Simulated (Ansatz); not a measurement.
# Polymorphs of Au

6 relaxations of Au ended in 3 distinct structures. These are PBEsol (plane waves to 420 eV, PAW, scalar-relativistic; Ansatz, a quantum-chemistry and plane-wave program) values and carry that method's errors.

| # | space group | Pearson | type | E − E(lowest) (eV/atom) | V (Å³/atom) | coordination | runs ending here |
|---|---|---|---|---|---|---|---|
| 1 | Fm-3m | cF4 | fcc (Cu type) | 0.00 | 17.02 | Au 12 (cuboctahedral) | 4 |
| 2 | P6₃/mmc | hP2 | hcp (Mg type) | 0.00 | 17.03 | Au 12 (anticuboctahedral) | 1 |
| 3 | Fd-3m | cF8 | diamond type | 0.94 | 27.33 | Au 4 (tetrahedral) | 1 |

Coordination numbers (neighbours up to the widest gap in distance over summed covalent radii, below 1.35; n+m marks a second, longer set). All are gapless at this level. Fm-3m, cF4, fcc (Cu type) is the lowest among the structures calculated here, level within the accuracy with P6₃/mmc, hP2, hcp (Mg type).

Space group Fm-3m (No. 225); a = 4.0833 Å, b = 4.0833 Å, c = 4.0833 Å, α = 90.00°, β = 90.00°, γ = 90.00°

```tsv
atom	site	symmetry	x	y	z
Au	4a	m-3m	0.0000	0.0000	0.0000
```
(The calculation used a cell of 1 atom; values per cell refer to that cell.)

Each run could gain symmetry but not lose that of its start, so entries can be saddle points. From databases, or of a type measured for this composition: Fm-3m, cF4, fcc (Cu type); P6₃/mmc, hP2, hcp (Mg type); the others are generated cells (placed on structure types, drawn at random, substituted or restacked) that were not matched to a known phase here. Energies are at zero temperature and pressure, without zero-point motion. No spin polarisation in the result.
